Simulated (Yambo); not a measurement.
Yambo run on Sr₂FeH₆ (space group Fm-3m, No. 225). The wavefunctions come from this Quantum ESPRESSO step (PBEsol, PseudoDojo standard norm-conserving files, scalar-relativistic):

```
&CONTROL
  calculation = 'nscf'
  pseudo_dir = './pseudo'
  outdir = './out'
/
&SYSTEM
  ibrav = 0
  nat = 9
  ntyp = 3
  ecutwfc = 90.0
  ecutrho = 360.0
  occupations = 'fixed'
  force_symmorphic = .true.
  nbnd = 150
/
&ELECTRONS
  conv_thr = 9.000000000000001e-09
  diago_full_acc = .true.
  diago_thr_init = 1e-08
/
ATOMIC_SPECIES
H 1.0080 H.upf
Fe 55.8450 Fe.upf
Sr 87.6200 Sr.upf
CELL_PARAMETERS angstrom
  0.000000000000   3.707650000000   3.707650000000
  3.707650000000   0.000000000000   3.707650000000
  3.707650000000   3.707650000000   0.000000000000
ATOMIC_POSITIONS crystal
H   0.782460000000   0.782460000000   0.217540000000
H   0.217540000000   0.217540000000   0.782460000000
H   0.217540000000   0.782460000000   0.782460000000
H   0.782460000000   0.217540000000   0.217540000000
H   0.782460000000   0.217540000000   0.782460000000
H   0.217540000000   0.782460000000   0.217540000000
Fe   0.000000000000   0.000000000000   0.000000000000
Sr   0.750000000000   0.750000000000   0.750000000000
Sr   0.250000000000   0.250000000000   0.250000000000
K_POINTS automatic
4 4 4 0 0 0
```

Yambo input:

```
rim_cut
gw0
dyson
el_el_corr
HF_and_locXC
ppa
em1d
RandQpts= 1000000
RandGvec= 1 Ry
EXXRLvcs= 90 Ry
VXCRLvcs= 360 Ry
Chimod= "HARTREE"
% BndsRnXp
 5 | 149 |
%
NGsBlkXp= 7 Ry
% LongDrXp
 1.0 | 1.0 | 1.0 |
%
PPAPntXp= 27.2114 eV
% GbndRnge
 1 | 149 |
%
GTermKind= "BG"
DysSolver= "n"
ExtendOut
% QPkrange
 1 | 1 | 21 | 22 |
 3 | 3 | 21 | 22 |
 7 | 7 | 21 | 22 |
 8 | 8 | 21 | 22 |
%
```

k points by index: 1 = Γ, 3 = L, 7 = X, 8 = W.

Resulting energies as the program prints them:

```
#    K-point    Band    Eo [eV]    E [eV]    E-Eo [eV]    Vxc [eV]    Vnlxc [eV]    Sc|Eo [eV]    Sc|E [eV]    dSc/dw|Eo [eV]    Re(Z)    Im(Z)
#
    1    21    0.000000    -0.134744    -0.134744    -24.65454    -30.26738    5.427063    5.478095    -10.29045    0.725596    -0.001929
    1    22    2.358680    3.572038    1.213358    -18.61883    -12.22015    -4.827740    -5.185326    -8.016522    0.772422    -0.003576
    3    21    -0.079185    -0.223765    -0.144580    -24.10851    -29.60489    5.297541    5.351792    -10.19647    0.727419    -0.001951
    3    22    2.419304    3.540510    1.121206    -19.07305    -12.88974    -4.725244    -5.062109    -8.173084    0.769008    -0.003061
    7    21    -0.062827    -0.188364    -0.125537    -24.35419    -29.87145    5.344312    5.391727    -10.26119    0.726163    -0.001943
    7    22    1.084227    2.161413    1.077186    -19.23178    -13.65226    -4.189284    -4.502331    -7.907052    0.774843    -0.001516
    8    21    -0.052013    -0.176633    -0.124619    -24.45934    -30.00783    5.376688    5.423871    -10.28603    0.725682    -0.001952
    8    22    1.326687    2.357311    1.030624    -17.97783    -12.49462    -4.164557    -4.452591    -7.603904    0.781590    -0.001488
```
(The two width columns are left out.) Convergence of these settings isn't established.

Geometry of the Materials Project entry, not relaxed at this level.

The structure is a Materials Project entry; no match was found in the copy of COD used, and its stability was not checked.

The runs are not spin-polarised; magnetic order was not tried.
